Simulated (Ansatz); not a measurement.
Cu (fcc, Cu type)

```xyz
1
Lattice="0.0000 1.7884 1.7884 1.7884 0.0000 1.7884 1.7884 1.7884 0.0000" Properties=species:S:1:pos:R:3 pbc="T T T"
Cu     0.0000     0.0000     0.0000
```

The slice is a {110} plane (indices of the conventional cell) through the point (0.000, 0.000, 0.000) (fractional), spanned by u = [100] and v = [1 -1 -1] in vectors of this cell: u (2.53 Å) and v (3.58 Å, at 90° to u). It covers one period; positions are fractions (u, v).

All values below come from r2SCAN (plane waves to 500 eV, PAW, scalar-relativistic; Ansatz, a first-principles code). k mesh 22×22×22. Inside the PAW spheres the values are not all-electron values, and peaks at nuclei hang on which shells count as valence. Cu is run without spin polarisation. Cu was relaxed with its symmetry unable to fall.

Three fields on this plane, each scaled to ten steps between its own extremes (0 low, 9 high; the total valence density on a logarithmic scale, the potential cut 8 eV below its top; x marks points blanked near nuclei; v = 0 in the bottom row):

Map A
```
|xxxxxxxx03430xxxxxxx|
|xxxxxxxx14441xxxxxxx|
|xxxxxxxx24542xxxxxxx|
|xxxxxxx0456540xxxxxx|
|xxxxxxx3567653xxxxxx|
|xxxxxx246777642xxxxx|
|xxxx1346677766431xxx|
|11234566777776654321|
|55556666777776666555|
|77777776666666777777|
|88888776655566778888|
|99988766554556678899|
|99998765544455678999|
|99998765544455678999|
|99998765544455678999|
|99988766554556678899|
|88888776655566778888|
|77777776666666777777|
|55556666777776666555|
|11234566777776654321|
|xxxx1346677766431xxx|
|xxxxxx246777642xxxxx|
|xxxxxxx3567653xxxxxx|
|xxxxxxx0456540xxxxxx|
|xxxxxxxx24542xxxxxxx|
|xxxxxxxx14441xxxxxxx|
|xxxxxxxx03430xxxxxxx|
|xxxxxxxx03430xxxxxxx|
```

Map B
```
|xxxxxxxx02420xxxxxxx|
|xxxxxxxx13431xxxxxxx|
|xxxxxxxx14541xxxxxxx|
|xxxxxxx0257520xxxxxx|
|xxxxxxx1478741xxxxxx|
|xxxxxx136898631xxxxx|
|xxxx0136899986310xxx|
|00002357899987532000|
|11134678888888764311|
|33456677777777766543|
|55566666655566666655|
|66666655544455566666|
|66665554444444555666|
|66655554433344555566|
|66665554444444555666|
|66666655544455566666|
|55566666655566666655|
|33456677777777766543|
|11134678888888764311|
|00002357899987532000|
|xxxx0136899986310xxx|
|xxxxxx136898631xxxxx|
|xxxxxxx1478741xxxxxx|
|xxxxxxx0257520xxxxxx|
|xxxxxxxx14541xxxxxxx|
|xxxxxxxx13431xxxxxxx|
|xxxxxxxx02420xxxxxxx|
|xxxxxxxx02320xxxxxxx|
```

Map C
```
|xxxxxxxx97679xxxxxxx|
|xxxxxxxx96669xxxxxxx|
|xxxxxxxx86568xxxxxxx|
|xxxxxxx9755579xxxxxx|
|xxxxxxx7544457xxxxxx|
|xxxxxx865444568xxxxx|
|xxxx9765444445679xxx|
|88876554444444556788|
|55544444444444444455|
|23333344455544433333|
|11222344555554432221|
|00112344556554432110|
|00012345566655432100|
|00012345566655432100|
|00012345566655432100|
|00112344556554432110|
|11222344555554432221|
|23333344455544433333|
|55544444444444444455|
|88876554444444556788|
|xxxx9765444445679xxx|
|xxxxxx865444568xxxxx|
|xxxxxxx7544457xxxxxx|
|xxxxxxx9755579xxxxxx|
|xxxxxxxx86568xxxxxxx|
|xxxxxxxx96669xxxxxxx|
|xxxxxxxx97679xxxxxxx|
|xxxxxxxx97679xxxxxxx|
```

### Question
Assign the maps to these fields: electron localisation function (ELF); valence electron density; electrostatic potential energy of an electron, from the cell's mean.

### Answer
A is the electrostatic potential energy of an electron, from the cell's mean; B is the electron localisation function (ELF); C is the valence electron density.
